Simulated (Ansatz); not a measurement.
Values for one crystal, relaxed and computed with LDA (plane waves, PAW; program Ansatz); other levels are named.

```yaml
volume_per_atom: 24.22 Å³
electronic_character: metallic (no gap)
Young's modulus: 104 GPa
hill_bulk_and_shear_moduli: 76.3 and 41.0 GPa
Density of states at the Fermi level: 0.89 states/eV per atom (mean over ±0.08 eV)
Bulk modulus (Birch–Murnaghan fit): 76.0 GPa
Pressure derivative B′: 3.5
```

Problem. Which compound is it?
A) SnTe, rock salt
B) LaSi, Pnma (La on 4c, Si on 4c)
C) TiSi2, Cmcm (Si on 4c, Si on 4c, Ti on 4c)
D) NbAs, I4_1md (Nb on 4a, As on 4a)

Solution. B, LaSi, Pnma (La on 4c, Si on 4c)

The workflow started from an entry of the Crystallography Open Database (COD). Its standing as an ambient phase is unchecked. Symmetry was held in the LDA relaxation; of distortions, only those at the zone centre were tested. As this level gives no gap, shear constants depend on the k-mesh and smearing (Fermi–Dirac, 0.1 eV here). Spin–orbit coupling is left out wherever it is not named.

Potentials: the later of the program's two PAW sets.
